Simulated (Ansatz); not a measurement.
## MgS: an elastic constant from a strain scan

Method: DFT PBEsol, scalar-relativistic, plane waves, PAW in Ansatz 0.2.0. The runs took a 420 eV cutoff, a Γ-centred 8×8×8 mesh and Gaussian smearing (0.05 eV). No spin polarisation. Energies are free energies at this smearing, counted from the undisturbed cell; pressure is positive in compression.

Reference structure (as given, not relaxed at this level; it stands at -0.9 GPa):

```yaml
crystal:
  lattice:
    - [0.00000, 2.60165, 2.60165]
    - [2.60165, 0.00000, 2.60165]
    - [2.60165, 2.60165, 0.00000]
  atoms:
    - { symbol: Mg, position: [0.00000, 0.00000, 0.00000] }
    - { symbol: S, position: [0.50000, 0.50000, 0.50000] }
```

The cell is strained by ε times the Voigt pattern (1, -1, 0, 0, 0, 0) (xx, yy, zz, yz, xz, xy; engineering shear) with fractional coordinates fixed. The cell holds 2 atoms in V0 = 35.22 Å³. The stress column is τ = (1/V0) dE/dε, got from the stress tensor σ (compression positive) at each point as −det(1 + εP) σ : P(1 + εP)⁻¹, with P the pattern as a tensor.

```csv
ε,ΔE (meV/atom),τ (GPa)
-0.1312,246.446,-41.605
-0.1125,170.919,-32.202
-0.0937,112.650,-24.450
-0.0750,69.151,-18.073
-0.0562,37.523,-12.687
-0.0375,16.299,-8.067
-0.0187,3.993,-3.904
0.0000,0.000,0.000
0.0187,3.993,3.904
0.0375,16.299,8.067
0.0562,37.523,12.687
0.0750,69.151,18.073
0.0937,112.650,24.450
0.1125,170.919,32.202
0.1312,246.446,41.605
0.1500,?,?
```

Question: Which combination of elastic constants does this scan measure, and how large is it?

Answer: For small ε, τ = τ0 + Kε with K = pᵀCp, which for this pattern is 2(C11 − C12) in the cubic axes. The parabola through τ at ε = -0.0187, 0 and 0.0187 has slope K = 209 GPa at zero. The energies per cell, E = NΔE, of the same two points give K = 2[E(ε₊)/ε₊ − E(ε₋)/ε₋]/[(ε₊ − ε₋)V0] = 208 GPa, in agreement.

Question: Predict the withheld row at ε = 0.1500 from the harmonic law, and compare.

Answer: ΔE = V0(τ0 ε + Kε²/2)/N = 258.162 meV/atom and τ = 31.32 GPa. The calculation gives 343.960 meV/atom and 53.17 GPa: the energy lies 33 % above the harmonic value.